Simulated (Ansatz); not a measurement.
**Relaxing a structure of Sn**

The start is a relaxed Sn cell displaced along its unstable phonon at q = (½, 0, 0) of its primitive reciprocal cell (29i cm⁻¹), largest move 0.15 Å. Cell shape, volume and atoms are optimised at zero target pressure with r2SCAN (plane waves to 500 eV, PAW, scalar-relativistic; Ansatz, a first-principles code). First-step values are on the input's coarse k-mesh.

Ansatz input (later rounds restart from its end on a renewed k-mesh):
Ansatz 0.2 input:
```yaml
crystal:
  lattice:
    - [-3.772699064, 3.772699064, 3.772699064]
    - [1.886349532, -1.886349532, 1.886349532]
    - [1.886349532, 1.886349532, -1.886349532]
  atoms:
    - { symbol: Sn, position: [0, 0.0397593334, 0.0397593334] }
    - { symbol: Sn, position: [0.5, -0.0397593334, -0.0397593334] }
basis: { ecutwfc: 500, ecutrho_ratio: 4, xc_grid: 4, fft_grid_basis: typed }
kpoints: { mp_grid: { grid: [6, 12, 12] } }
hamiltonian:
  xc: r2scan
  dispersion: none
  pseudopotentials: { azcp: { folder: ./paw }, kind: paw }
scf: { occupations: { method: fermi_dirac, width: 0.05 } }
relax: { f_tol: 0.01, max_steps: 100, cell: { stress_tol: 0.02 } }
output: { forces: true, stress: true }
```

**Question.** Which atoms feel the largest initial force, and how large is it?

**Answer.** 0.01 eV/Å, on Sn1, Sn2 (atoms numbered as listed).

**Question.** By how much does the energy per atom fall from start to end?

**Answer.** 0.11 eV/atom.

**Question.** Is the parent structure recovered?

**Answer.** It does not go back: it reaches P6/mmm (No. 191), AFLOW prototype A_hP1_191_a (A_f, as in Sn), 0.11 eV/atom below the parent.

**Question.** How do the shortest distances between atoms change?

**Answer.** The closest pairs of elements (up to four, under 3.6 Å), start → end: Sn–Sn 3.10 → 3.05 Å.

**Question.** Is the relaxed structure metallic? Give its gap.

**Answer.** No gap (metallic).

**Question.** Write out the relaxed structure.

**Answer.** 
Space group P6/mmm (No. 191); a = b = 3.2334 Å, c = 3.0497 Å, α = β = 90.00°, γ = 120.00°

```csv
atom,site,symmetry,x,y,z
Sn,1a,6/mmm,0.0000,0.0000,0.0000
```

Final values are on a 17×17×15 k-mesh of the relaxed cell. No spin polarisation in the result.

The run could not lose the symmetry of its start, so the end can be a saddle point.

The relaxed structure here is a generated cell of Sn: the first start was made by placing the elements on the sites of a structure type, and the end was not matched to a known phase here, so it may be hypothetical. Known forms of Sn include space group No. 141, 227.
